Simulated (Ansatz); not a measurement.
## Sn: an elastic constant from a strain scan

Method: Ansatz, DFT LDA, scalar-relativistic, plane waves, PAW. Cutoff 420 eV, Γ-centred 12×12×12 k-points, Gaussian smearing of 0.15 eV. No spin polarisation. Energies are free energies at this smearing, counted from the undisturbed cell; pressure is positive in compression.

Zero of the scan (as given, not relaxed at this level; it stands at -0.3 GPa):

```xyz
2
Lattice="0.0000 3.2456 3.2456 3.2456 0.0000 3.2456 3.2456 3.2456 0.0000" Properties=species:S:1:pos:R:3 pbc="T T T"
Sn    3.2456    3.2456    3.2456
Sn    4.8684    4.8684    4.8684
```

The cell is strained by ε times the Voigt pattern (0, 1, 0, 0, 0, 0) (xx, yy, zz, yz, xz, xy; engineering shear) with fractional coordinates fixed. The cell holds 2 atoms in V0 = 68.38 Å³. The stress column is τ = (1/V0) dE/dε, got from the stress tensor σ (compression positive) at each point as −det(1 + εP) σ : P(1 + εP)⁻¹, with P the pattern as a tensor.

```csv
ε,ΔE (meV/atom),τ (GPa)
-0.0200,1.310,-0.975
-0.0150,0.451,-0.636
-0.0100,-0.049,-0.303
0.0000,0.000,0.347
0.0050,0.541,0.665
0.0100,1.417,0.977
0.0150,2.624,1.284
0.0200,?,?
```

Q: Which combination of elastic constants does this scan measure, and how large is it?

A: For small ε, τ = τ0 + Kε with K = pᵀCp, which for this pattern is C11 in the cubic axes. The parabola through τ at ε = -0.0100, 0 and 0.0050 has slope K = 64 GPa at zero. The energies per cell, E = NΔE, of the wider pair ε = ±0.0150 give K = 2[E(ε₊)/ε₊ − E(ε₋)/ε₋]/[(ε₊ − ε₋)V0] = 64 GPa, in agreement.

Q: Predict the withheld row at ε = 0.0200 from the harmonic law, and compare.

A: ΔE = V0(τ0 ε + Kε²/2)/N = 4.214 meV/atom and τ = 1.63 GPa. The calculation gives 4.156 meV/atom and 1.59 GPa, a miss of 1.4 % of the harmonic energy, so the harmonic law still holds here.

In a metal these slopes depend on the k mesh and the smearing.